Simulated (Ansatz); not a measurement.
# Stability checks on a candidate for BePt

It was reached by relaxing an invented guess, and it needn't be the stable form of this composition.

Level of theory: DFT PBE, scalar-relativistic, plane waves, PAW (Ansatz 0.2.0). The final run on the 2-atom cell used 420 eV, a Γ-centred 20×20×20 mesh, 0.10 eV smearing and no spin polarisation.

```xyz
2
Lattice="0.0000 2.3324 2.3324 2.3324 0.0000 2.3324 2.3324 2.3324 0.0000" Properties=species:S:1:pos:R:3 pbc="T T T"
Be    0.0000    0.0000    0.0000
Pt    2.3324    2.3324    2.3324
```

The zero of energy is the elements' standard structures at the same level; no fitted shifts are applied.

Question: These tests were run: energy against the elements; phonons at Γ. What do they show?

Answer:

| test | result |
| --- | --- |
| energy against the elements | −0.24 eV/atom |
| phonons at Γ | lowest optical mode 369 cm⁻¹ |

It fails none of these tests. Whether a mixture of other phases lies lower isn't tested here. Phonons away from Γ weren't computed.

These runs have no spin–orbit coupling, which can matter for Pt. The run for the phonons used a 20×20×20 k mesh and Fermi–Dirac smearing of 0.15 eV.
